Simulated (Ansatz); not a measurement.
What a trial cell of Si3Ge relaxes into

Theory: DFT PBE, scalar-relativistic, plane waves, PAW in Ansatz. Cutoff 420 eV, Gaussian smearing, Γ-centred meshes. Cell and atoms relax first on a coarse mesh and then on a finer one. In between, the cell is made exact in the group found at 0.06 Å. In metals the finer mesh still leaves noise of several meV/atom or more. The steps can't lower the symmetry of their start. No spin polarisation.

A trial structure of Si3Ge was built thus: random cell by space group and Wyckoff sites (R-3m, No. 166). The dimensions are guesses.

```cif
data_structure
_symmetry_space_group_name_H-M 'R-3m:H'
_symmetry_Int_Tables_number 166
_cell_length_a 5.1934
_cell_length_b 5.1934
_cell_length_c 9.3706
_cell_angle_alpha 90.000
_cell_angle_beta 90.000
_cell_angle_gamma 120.000
_cell_volume 218.87
loop_
_atom_site_label
_atom_site_type_symbol
_atom_site_symmetry_multiplicity
_atom_site_Wyckoff_symbol
_atom_site_fract_x
_atom_site_fract_y
_atom_site_fract_z
_atom_site_occupancy
Si1 Si 9 d 0.16667 0.33333 0.83333 1
Ge1 Ge 3 a 0.00000 0.00000 0.00000 1
```

Formation energies are uncorrected and refer to the elements' standard structures at the same level.

Question: Which structure results?

Answer: The symmetry stays R-3m (No. 166). The volume per atom grows by 25.6 %, from 18.2 to 22.9 Å³. The shortest distance goes from 2.16 Å (Si–Ge) to 2.48 Å (Si–Si). The ratio c/a of the conventional cell changes by a factor of 1.45. The energy falls by about 1.1 eV/atom (the start's value is from the coarse mesh). Conventional cell: a = 4.951 Å, c = 12.945 Å. Si is surrounded by 4 Si at 2.48 Å and 2 Ge at 2.59 Å; Ge has 6 Si at 2.59 Å.

```cif
data_structure
_symmetry_space_group_name_H-M 'P 1'
_symmetry_Int_Tables_number 1
_cell_length_a 5.1760
_cell_length_b 5.1760
_cell_length_c 5.1760
_cell_angle_alpha 57.144
_cell_angle_beta 57.144
_cell_angle_gamma 57.144
_cell_volume 91.60
loop_
_atom_site_label
_atom_site_type_symbol
_atom_site_fract_x
_atom_site_fract_y
_atom_site_fract_z
_atom_site_occupancy
Si1 Si 0.00000 0.00000 0.50000 1
Si2 Si 0.50000 0.00000 0.00000 1
Si3 Si 0.00000 0.50000 0.00000 1
Ge1 Ge 0.00000 0.00000 0.00000 1
```

Question: How does it come out in energy, and is it a metal?

Answer: The energy over the elements is +0.65 eV/atom and the gap on the 12×12×12 mesh of the 4-atom cell is 0 eV (a metal).

A positive value: parting into the elements would lower its energy.

The last run used Gaussian smearing of 0.10 eV. Symmetry constrained the relaxation, so the result can be a saddle point. Another cell of Si3Ge relaxed alike, in P4/mmm, lies 224 meV/atom lower, so this cell isn't the stable form at this level.
